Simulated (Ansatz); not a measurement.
NaCl:
```
CELL_PARAMETERS angstrom
      3.44708     0.00000     0.00000
      0.00000     3.44708     0.00000
      0.00000     0.00000     3.44708
ATOMIC_POSITIONS crystal
  Na 0.00000 0.00000 0.00000
  Cl 0.50000 0.50000 0.50000
```

Relaxed with PBEsol. Special points in fractions of this cell's reciprocal vectors: Γ (0.000, 0.000, 0.000); X (0.000, 0.500, 0.000); M (0.500, 0.500, 0.000); R (0.500, 0.500, 0.500).

### Question
List the band energies nearest the valence-band maximum at these points for PBEsol (plane waves, PAW; program Ansatz).

### Answer
In eV from the valence-band maximum; about four levels below and three above (degenerate sets whole), none deeper than 8.9 eV; points with the same levels are listed once.

```csv
k,below,above
Γ,-0.54 -0.54 -0.54,4.00 8.29 8.29
X,-3.22 -0.28 -0.28,6.88 8.81 10.22
M,-2.48 -2.48 0.00,5.39 9.76 11.18 11.18
R,-2.03 -2.03 -2.03,6.92 6.92 6.92
```

Space group Pm-3m (CsCl type). This is a known high-pressure phase of the composition, computed here at zero pressure and temperature. The cell was relaxed with PBEsol under the symmetry of its start. At this level the phase is dynamically unstable (imaginary phonons).

Potentials: the earlier of the program's two PAW sets.
